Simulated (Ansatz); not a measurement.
A 6-atom cell of PbF2 (Fm-3m) from a materials database, relaxed with r2SCAN+rVV10, was run in the plane-wave code Ansatz under altered settings. All numbers are computed, without spin polarisation but where a row says otherwise.

```yaml
crystal:
  lattice:
    - [5.89162, 0.00000, 0.00000]
    - [0.00000, 2.94582, 2.94582]
    - [0.00000, -2.94582, 2.94582]
  atoms:
    - { symbol: Pb, position: [0.50000, 0.96991, 0.96991] }
    - { symbol: Pb, position: [0.00000, 0.46991, 0.46991] }
    - { symbol: F, position: [0.75001, 0.96992, 0.46992] }
    - { symbol: F, position: [0.24999, 0.46992, 0.96992] }
    - { symbol: F, position: [0.74999, 0.46992, 0.96992] }
    - { symbol: F, position: [0.25001, 0.96992, 0.46992] }
```

The base run's other keys:
```yaml
kpoints:
  mp_grid: { grid: [2, 4, 4] }
hamiltonian:
  xc: hse06
scf:
  occupations: { method: fixed }
  n_extra_bands: 5
```

It takes 13 iterations with 1947 plane waves at 420 eV and 14 k points, and leaves a mean stress of +2.38 GPa. The gap over this mesh is 5.713 eV. It ran on 4 threads of Arm Neoverse N1, on a shared host.

Outcomes, with energy and stress as changes against the base:
```csv
setting,outcome,ΔF (meV/atom),Δ mean stress (GPa),gap on the mesh (eV),iterations,wall time
"PBE hybrid, exx coeff 0.05, omega 0.1 1/Å",converged,–,+1.4,4.740,10,33 s
"PBE hybrid, exx coeff -0.2, omega 0.3 1/Å",refused,–,–,–,–,0.04 s
basis.ecutwfc: 500,converged,-1.4,0.0,5.713,13,50 s
```
A dash marks a value that wasn't obtained or can't be compared. Stress is positive in compression. The base took 37 s. The base's mesh is coarse for a hybrid, so its own values aren't converged.

- PBE hybrid, exx coeff 0.05, omega 0.1 1/Å. That is 5 % exact exchange, screened with ω = 0.1 1/Å, against HSE06's 25 % screened at 0.208 1/Å. The mean stress moves by +1.4 GPa and the gap on the mesh by -0.973 eV (to 4.740). Totals of different functionals aren't comparable. The program warns that on this mesh the truncation of the exchange isn't bounded, so part of the change can be an error of the mesh.
- PBE hybrid, exx coeff -0.2, omega 0.3 1/Å. The input is refused before any iteration. Error: invalid value for `hamiltonian.xc.exx.coeff`: must be finite and in (0, 1]; got -0.2
- basis.ecutwfc: 500. 2589 plane waves in place of 1947. The free energy moves by -1.4 meV an atom, the mean stress by 0.0 GPa and the gap on the mesh by 0.000 eV (to 5.713). The base cutoff was converged to that degree.

Spin-orbit coupling is left out, which matters wherever the heavy atoms make up the band edges.

The program warns that its thresholds are loose for a hybrid's stress.

The meshes of the hybrids are coarse, so their gaps aren't converged to the digits shown.
